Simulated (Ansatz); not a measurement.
S:
```cif
data_S128
_chemical_formula_sum 'S128'
_space_group_name_H-M_alt 'Fddd :1'
_space_group_IT_number 70
_space_group_name_Hall 'F 2 2 -1d'
_cell_length_a 9.96655
_cell_length_b 12.25789
_cell_length_c 23.55071
_cell_angle_alpha 90.000
_cell_angle_beta 90.000
_cell_angle_gamma 90.000
loop_
_atom_site_label
_atom_site_type_symbol
_atom_site_symmetry_multiplicity
_atom_site_Wyckoff_symbol
_atom_site_fract_x
_atom_site_fract_y
_atom_site_fract_z
_atom_site_occupancy
S1 S 32 h 0.01967 0.41803 0.07098 1
S2 S 32 h 0.32540 0.11214 0.12621 1
S3 S 32 h 0.09371 0.16387 0.29831 1
S4 S 32 h 0.09297 0.03624 0.24205 1
```
(The calculation used a cell of 32 atoms; values per cell refer to that cell.)

This is the LDA-relaxed structure.

**Question.** All from the program Ansatz at the LDA level (PAW), unless another level is named. Give the smallest direct gap on the standard path.

**Answer.** 1.81 eV.

**Question.** What about the band gap?

**Answer.** 1.60 eV (indirect).

**Question.** Next, the valence-band maximum?

**Answer.** at Γ.

The LDA relaxation kept the symmetry of its start. A crystal of weakly bound molecules computed without a dispersion correction: the cell and the soft elastic constants depend strongly on that.

Potentials: the earlier of the program's two PAW sets.
